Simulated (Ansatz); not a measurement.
## Data sheet: Cs2MnCl4 (DFT)

Cs₂MnCl₄:
```
Cs2MnCl4
1.0
   -2.57196     2.57196     8.47571
    2.57196    -2.57196     8.47571
    2.57196     2.57196    -8.47571
Cs Mn Cl
2 1 4
Direct
  0.35666   0.35666   0.00000
  0.64334   0.64334   0.00000
  0.00000   0.00000   0.00000
  0.14854   0.14854   0.00000
  0.85146   0.85146   0.00000
  0.50000   0.00000   0.50000
  0.00000   0.50000   0.50000
```
The run is spin-polarised; directions of the spins, atom by atom: 0 0 ↑ 0 0 0 0.

Space group I4/mmm (No. 139); conventional cell a = 5.1439 Å, b = 5.1439 Å, c = 16.9514 Å, α = 90.00°, β = 90.00°, γ = 90.00°.

Method: DFT-r²SCAN in the program Ansatz with PAW potentials. Geometry: relaxed at this level of theory. Other levels are named where they apply.

### Cell and energy

Volume per atom: 32.04 Å³
Density: 3.42 g/cm³
Formation energy from the elements (no fitted shifts): -1986 meV/atom

### Electronic structure

- Band gap = 2.58 eV (indirect)
- Valence-band maximum = on the X–P line, 50 % of the way from X
- Conduction-band minimum = at Γ
- Smallest direct gap on the standard path = 3.30 eV
- Electron effective mass = 0.90 along x (mₑ)

### Magnetism

- Magnetic order = ferromagnetic
- Net moment = 0.71 μB per atom

### Mechanics

- Bulk modulus (Birch–Murnaghan fit): 20.1 GPa
- Pressure derivative B′: 7.5

### Charges

Bader charges: Cs +0.87, Mn +1.44, Cl -0.81 to -0.79 e

The first step of the workflow began from a Materials Project structure, measured or hypothetical; the Crystallography Open Database copy checked does not list it. Its standing as an ambient phase is unchecked. Symmetry was held in the r²SCAN relaxation; its stability against distortions is not shown here. Spin order of the final state: ferromagnetic, the only order run, not a proven ground state. The cell computed holds one magnetic atom, so no antiferromagnetic order was within reach. Other orbital occupations within this spin state were not tried. No Hubbard U is applied. The references are the lowest solids computed at this level, not always the standard phases (solids in place of the gases). The manganese reference at this level is a Cmcm phase, not α-Mn. Spin–orbit coupling is left out wherever it is not named.

Potentials: the later of the program's two PAW sets.
